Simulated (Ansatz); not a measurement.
Cd₂SeS in space group P3m1 (No. 156; Cd on 1a, Cd on 1b, Se on 1b, S on 1a), DFT-PBE in the program Ansatz with PAW potentials, all energies at zero smearing, with the estimated change up to a 700 eV cutoff added, with one set of potentials and settings (totals compare only within such a set). Cell of 4 atoms (2 Cd, 1 Se, 1 S): -22882.599 eV.

| element | reference phase | E (eV/atom) |
|---|---|---|
| Cd | P6_3/mmc, 2 atoms in the cell | -8254.4547 |
| Se | P3_121, 3 atoms in the cell | -5469.0798 |
| S | Fddd, 32 atoms in the cell | -902.0599 |

Formation energy per atom, worked out: (-22882.599 − 2×(-8254.4547) − 1×(-5469.0798) − 1×(-902.0599))/4 = -0.638 eV/atom (-62 kJ per mol of atoms), at 0 K, without zero-point energy or fitted corrections.

The workflow started from a Materials Project entry (that database holds measured and hypothetical structures alike); the Crystallography Open Database copy checked does not list it. Its standing as an ambient phase is unchecked. Symmetry was held in the PBE relaxation; phonons on a q-mesh show no instability. The references are the lowest solids computed at this level, not always the standard phases.

Potentials: the later of the program's two PAW sets.
